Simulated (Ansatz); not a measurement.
CdAu in space group Pmma (No. 51; Cd on 2e, Au on 2f) under volume change, r²SCAN (plane waves, PAW; program Ansatz), shape and atoms relaxed at each volume.

| V (Å³/atom) | E − E(relaxed) (meV/atom) | P (GPa) |
|---|---|---|
| 17.097 | 61.8 | 12.97 |
| 17.660 | 25.6 | 7.80 |
| 18.224 | 6.0 | 3.51 |
| 18.788 | 0.0 | 0.00 |
| 19.351 | 5.2 | -2.86 |
| 19.915 | 19.5 | -5.17 |

### Question
What does a third-order Birch–Murnaghan fit give for V₀, B₀ and B′?

### Answer
V₀ = 18.79 Å³/atom, B₀ = 105 GPa, B′ = 5.7.

The workflow started from an entry of the Crystallography Open Database (COD), which files this formula under 4 space groups. Whether it is the stable phase at ambient conditions was not checked. The cell was relaxed with r²SCAN under the symmetry of its start; its stability against distortions is not shown here. Spin–orbit coupling is left out wherever it is not named.

Potentials: the later of the program's two PAW sets.
